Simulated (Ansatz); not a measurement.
With PBE (plane waves, PAW; program Ansatz), InP in the hexagonal phase (P6_422; In on 3c, P on 3d) relaxes to a = 4.182 Å, c = 9.391 Å. Against the elements it lies at -0.070 eV/atom, with no fitted shifts.

Electronic character: no gap, with almost no states at the Fermi level (zero-gap or semimetallic).

The start of the workflow was typed in or built on a structure type; neither database checked (COD, Materials Project) lists it. It is not the phase usual at ambient conditions (space group No. 216). Symmetry was held in the PBE relaxation; whether a distortion lowers the energy is not shown. The references are the lowest solids computed at this level, not always the standard phases. Scalar-relativistic: spin–orbit coupling is off unless named, which matters more the heavier the elements.

Potentials: the earlier of the program's two PAW sets.
